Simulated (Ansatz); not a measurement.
Na₂CrO₄:
```
Na2CrO4
1.0
    2.92014    -4.57538     0.00000
    2.92014     4.57538     0.00000
    0.00000     0.00000     7.08528
Na Cr O
4 2 8
Direct
  0.18624   0.81376   0.25000
  0.81376   0.18624   0.75000
  0.50000   0.50000   0.00000
  0.50000   0.50000   0.50000
  0.85428   0.14572   0.25000
  0.14572   0.85428   0.75000
  0.24939   0.75061   0.56295
  0.75061   0.24939   0.43705
  0.75061   0.24939   0.06295
  0.24939   0.75061   0.93705
  0.18917   0.27004   0.25000
  0.81083   0.72996   0.75000
  0.27004   0.18917   0.75000
  0.72996   0.81083   0.25000
```

Relaxed with r²SCAN. Special points in fractions of this cell's reciprocal vectors: Γ (0.000, 0.000, 0.000); Y (-0.500, 0.500, 0.000); C0 (-0.352, 0.648, 0.000); Σ0 (0.352, 0.352, 0.000); Z (0.000, 0.000, 0.500); A0 (0.352, 0.352, 0.500); E0 (-0.352, 0.648, 0.500); T (-0.500, 0.500, 0.500); S (0.000, 0.500, 0.000); R (0.000, 0.500, 0.500).

### Question
List the band energies nearest the valence-band maximum at these points for DFT-r²SCAN in the program Ansatz with PAW potentials.

### Answer
In eV from the valence-band maximum; about four levels below and three above (degenerate sets whole), none deeper than 8.9 eV; points with the same levels are listed once.

```csv
k,below,above
Γ,-0.50 -0.30 -0.20 -0.14,3.12 3.32 3.40
Y,-0.32 -0.31 -0.25 0.00,3.12 3.28 3.38
C0,-0.40 -0.37 -0.30 -0.12,3.17 3.31 3.45
Z,-0.42 -0.42 -0.12 -0.12,3.25 3.25 3.55 3.55
A0,-0.39 -0.39 -0.26 -0.26,3.37 3.37 3.42 3.42
T,-0.35 -0.35 -0.13 -0.13,3.37 3.37 3.40 3.40
S,-0.51 -0.37 -0.28 -0.24,3.29 3.30 3.51 3.51
R,-0.55 -0.55 -0.29 -0.29,3.38 3.38 3.45 3.45
```

Space group Cmcm. The first step of the workflow began from a Materials Project structure, measured or hypothetical; the Crystallography Open Database files this formula in space group No. 63, but the cells were not matched. Its standing as an ambient phase is unchecked. Symmetry was held in the r²SCAN relaxation; whether a distortion lowers the energy is not shown. No spin polarisation was allowed. No Hubbard U is applied.

Potentials: the later of the program's two PAW sets.
